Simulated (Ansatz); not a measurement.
Tl (hcp (Mg type)) was relaxed and computed twice in Ansatz (plane waves, PAW), once with PBEsol and once with r²SCAN+D4.

```json
[
 {"": "cell", "run 1": "a = b = 3.501 Å, c = 5.574 Å, α = β = 90.00°, γ = 120.00°", "run 2": "a = b = 3.461 Å, c = 5.512 Å, α = β = 90.00°, γ = 120.00°"}
]
```

Problem. Which run used which functional?

Solution. Run 1 is r²SCAN+D4, run 2 is PBEsol.

All cells were relaxed under the symmetry of their starts (and spin orders); stability against distortions was not tested throughout. Spin–orbit coupling is left out wherever it is not named.

Potentials: the earlier of the program's two PAW sets. The files were generated under PBE; for other functionals the program regenerates the frozen cores, and for LDA and PBEsol the local potential too.

Ansatz (a first-principles code) is a plane-wave DFT program.
